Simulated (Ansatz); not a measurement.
Zone-centre phonons of Zr$_{2}$N at 10 GPa: input and output

The calculation used DFT LDA, scalar-relativistic, plane waves, PAW (Ansatz 0.2.0).

Launched with:
```bash
ansatz run input.yaml --threads 2 --pin off --max-ram 6144MiB --backend cpu --events-out ev --progress --plain --runs-dir out
```

Input (bare energies are in eV):
```yaml
crystal:
  lattice:
    - [5.247927203, 0.0, 0.0]
    - [0.0, 5.247927203, 0.0]
    - [0.0, 0.0, 3.2041331522]
  atoms:
    - { symbol: Zr, position: [0.2948894711, 0.2948894711, 0.0] }
    - { symbol: Zr, position: [0.7051105289, 0.7051105289, 0.0] }
    - { symbol: Zr, position: [0.7948894711, 0.2051105289, 0.5] }
    - { symbol: Zr, position: [0.2051105289, 0.7948894711, 0.5] }
    - { symbol: "N", position: [0.0, 0.0, 0.0] }
    - { symbol: "N", position: [0.5, 0.5, 0.5] }
basis:
  ecutwfc: 420
kpoints:
  mp_grid: { grid: [8, 8, 12] }
hamiltonian:
  xc: lda
scf:
  occupations: { method: fermi_dirac, width: 0.15 }
output:
  eigenvalues: true
phonons:
  method: dfpt
  eigenvectors: true
```

The end of the output:
```
--- Phonons (Γ-DFPT): 4 representative perturbations + reference, on 238 of 768 k-points (Σ response iterations 12) ---
  k mesh reduced under 2 symmetry operations, with k and −k counted as one. Each operation leaves every solved displacement unchanged or reverses it
  ASR residual: 5.741e-4 → 0.000e0 eV/Å²; symmetrization residual: 4.073e-7 eV/Å²
  ASR residual per site (eV/Å²): 5.74e-4 5.74e-4 5.74e-4 5.74e-4 1.08e-4 1.08e-4
  Γ frequencies (cm⁻¹): 0.00 0.00 0.00 35.93 190.60 190.60 214.99 215.11 226.93 226.93 231.09 312.27 510.41 510.41 571.55 597.38 597.38 598.40
  non-analytic LO–TO correction: not included (Born effective charges unavailable; polar crystals: no LO–TO splitting at Γ)
```

The run took 3.3 min on 2 threads of Arm Neoverse V2 (shared host), peak memory 2.8 GiB.

In a metal, frequencies and elastic constants depend on the k mesh and the smearing, soft modes and shear constants most. Other phases may be more stable at this pressure.